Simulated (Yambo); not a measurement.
Absorption of YOF (space group P4/nmm, No. 129) with and without the electron-hole interaction (Yambo, LDA bands; 8×8×6 mesh, 6 valence and 6 conduction bands, static screening with 53 bands and a 3 Ry block, scissor 1.95 eV, Tamm-Dancoff; field along x). Axes are Cartesian, with cell vectors (Å) (3.83, 0.00, 0.00), (0.00, 3.83, 0.00), (0.00, 0.00, 5.45).

| E (eV) | Im ε, BSE | Im ε, independent quasiparticles |
|---|---|---|
| 5.15 | 0.14 | 0.04 |
| 5.25 | 0.16 | 0.04 |
| 5.35 | 0.18 | 0.04 |
| 5.45 | 0.21 | 0.05 |
| 5.55 | 0.25 | 0.05 |
| 5.65 | 0.30 | 0.05 |
| 5.75 | 0.38 | 0.06 |
| 5.85 | 0.50 | 0.06 |
| 5.95 | 0.69 | 0.07 |
| 6.05 | 1.03 | 0.07 |
| 6.15 | 1.71 | 0.08 |
| 6.25 | 3.01 | 0.09 |
| 6.35 | 4.01 | 0.10 |
| 6.45 | 3.85 | 0.11 |
| 6.55 | 3.94 | 0.12 |
| 6.65 | 3.52 | 0.14 |
| 6.75 | 3.06 | 0.17 |
| 6.85 | 2.98 | 0.21 |
| 6.95 | 2.89 | 0.27 |
| 7.05 | 2.64 | 0.35 |
| 7.15 | 2.66 | 0.44 |
| 7.25 | 2.71 | 0.55 |
| 7.35 | 2.62 | 0.72 |
| 7.45 | 2.55 | 0.98 |
| 7.55 | 2.43 | 1.24 |
| 7.65 | 2.32 | 1.47 |
| 7.75 | 2.46 | 1.71 |
| 7.85 | 2.80 | 2.09 |
| 7.95 | 3.40 | 2.56 |
| 8.05 | 4.39 | 2.98 |
| 8.15 | 4.96 | 3.30 |
| 8.25 | 5.17 | 3.23 |
| 8.35 | 4.56 | 2.96 |
| 8.45 | 3.97 | 2.85 |
| 8.55 | 3.33 | 2.87 |
| 8.65 | 3.12 | 2.80 |
| 8.75 | 2.67 | 2.78 |
| 8.85 | 2.43 | 2.85 |
| 8.95 | 2.23 | 2.88 |
| 9.05 | 2.30 | 2.92 |
| 9.15 | 2.18 | 3.07 |
| 9.25 | 2.12 | 3.16 |
| 9.35 | 1.78 | 3.16 |
| 9.45 | 1.60 | 3.35 |
| 9.55 | 1.37 | 3.72 |
| 9.65 | 1.28 | 4.15 |
| 9.75 | 1.12 | 4.62 |

The scissor comes from a G0W0 run whose convergence isn't established. Broadening 0.15 eV. The band window holds all transitions up to 9.8 eV. Fine structure above the onset can come from the mesh.

Geometry of the Materials Project entry, not relaxed at this level; primitive cell a = b = 3.8323 Å, c = 5.4467 Å, α = β = γ = 90.00°.

The structure is a Materials Project entry; no match was found in the copy of COD used, and its stability was not checked.
